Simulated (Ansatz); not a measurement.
ZrIr (CsCl type)

```
CELL_PARAMETERS angstrom
      3.24656     0.00000     0.00000
      0.00000     3.24656     0.00000
      0.00000     0.00000     3.24656
ATOMIC_POSITIONS crystal
  Zr 0.50000 0.50000 0.50000
  Ir 0.00000 0.00000 0.00000
```

The slice is a {110} plane (indices of the conventional cell) through the point (0.500, 0.500, 0.500) (fractional), spanned by u = [100] and v = [011] in vectors of this cell: u (3.25 Å) and v (4.59 Å, at 90° to u). It covers one period; positions are fractions (u, v).

Computed with LDA (plane waves to 420 eV, PAW, scalar-relativistic; Ansatz, a quantum-chemistry and plane-wave program). k mesh 14×14×14. Inside the PAW spheres the values are not all-electron values, and peaks at nuclei hang on which shells count as valence. Spin-orbit coupling is left out, though Ir is heavy. ZrIr is run without spin polarisation. ZrIr was relaxed with its symmetry unable to fall.

What is the ELF at the density minimum of the shortest Zr–Ir line in this plane (2.81 Å)?

0.2.

What is the valence density on the shortest Zr–Ir line in this plane (2.81 Å), at its minimum between the atoms?

0.32 e/Å³.

Sketch the electron localisation function (ELF) on this plane as a map.


```
|xxxxxx@@@@##--      ..      --##@@@@xxxx|
|xxxxxx@@@@**::    ......    ::**@@@@xxxx|
|xx@@@@@@%%==..    ::::::    ..==%%@@@@@@|
|@@@@@@##++..    ..------..    ..++##@@@@|
|####**==..    ..----==----..    ..==**##|
|--::::..  ..::--------------::..  ..::::|
|        ..::------------------::..      |
|    ..::::----------------------::::..  |
|::::::--------====++++++====--------::::|
|------------==++**######**++==----------|
|------::::--++##%%%%xx%%%%##++--::::----|
|----::::::==**##xxxxxxxxxx##**==::::::--|
|----::::::==**%%xxxxxxxxxx%%**==::::::--|
|----::::::==##xxxxxxxxxxxxxx##==::::::--|
|----::::::==**%%xxxxxxxxxx%%**==::::::--|
|----::::::==**##xxxxxxxxxx##**==::::::--|
|------::::--++##%%%%xx%%%%##++--::::----|
|------------==++**######**++==----------|
|::::::--------====++++++====--------::::|
|    ..::::----------------------::::..  |
|        ..::------------------::..      |
|--::::..  ..::--------------::..  ..::::|
|####**==..    ..----==----..    ..==**##|
|@@@@@@##++..    ..------..    ..++##@@@@|
|xx@@@@@@%%==..    ::::::    ..==%%@@@@@@|
|xxxxxx@@@@**::    ......    ::**@@@@xxxx|
|xxxxxx@@@@##--      ..      --##@@@@xxxx|
|xxxxxxxx@@##--      ..      --##@@xxxxxx|
```
Scale: ten equal steps from 0.11 (start of ' ') to 0.81 (end of '@'), in the order ' .:-=+*#%@'. Values: electron localisation function (ELF). The map has 20 points along u (two characters each, u = 0 at the left) and 28 along v (v = 0 in the bottom row). Points within 0.5 Å of a nucleus are blanked (x), as the pseudised field means little there.
